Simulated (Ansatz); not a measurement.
## Fitting the PBE energy curve of Na3Al

The structure is cubic, space group Fm-3m (No. 225). Conventional cell: a = 7.666 Å, b = 7.666 Å, c = 7.666 Å, α = 90.00°, β = 90.00°, γ = 90.00°. Al (site symmetry m-3m) is surrounded by 8 Na at 3.32 Å. Na (site symmetry m-3m) is surrounded by 8 Na at 3.32 Å. Around Na (site symmetry -43m) lie 4 Al at 3.32 Å and 4 Na at 3.32 Å.

The cell comes from a database or a generator and needn't be the stable form of this composition.

The cell was scaled at fixed shape and fractions and run with Ansatz, Ansatz PAW, cutoff 420 eV; PBE, k mesh 6 × 6 × 6 on the cell of 4 atoms, fermi-dirac occupations of 0.05 eV, no spin polarisation, no spin-orbit coupling. Energies are those that the program minimises, any entropy of the smearing included. For a metal such a mesh isn't converged to the digits shown.

| V (Å³/atom) | energy over the lowest row (meV/atom) |
| --- | --- |
| 26.4677 | 6.777 |
| 27.0308 | 3.251 |
| 27.5940 | 1.034 |
| 28.1571 | 0.000 |
| 28.7202 | 0.034 |
| 29.2834 | ? |
| 29.8465 | 2.912 |

**Question.** Fit the third-order Birch-Murnaghan form, give V0, B0 and B′, and predict the energy left open.

**Answer.** With y = (V0/V)^(2/3), E = E0 + (9 V0 B0/16) [(y - 1)³ B′ + (y - 1)² (6 - 4y)]. Least squares through the rows shown give V0 = 28.4172 Å³/atom, E0 = -0.111 meV, B0 = 14.64 GPa (1 eV/Å³ = 160.218 GPa) and B′ = 4.07, with a largest miss of 0.001 meV. At V = 29.2834 the form with these constants gives 1.036 meV; the run gave 1.036 meV an atom.
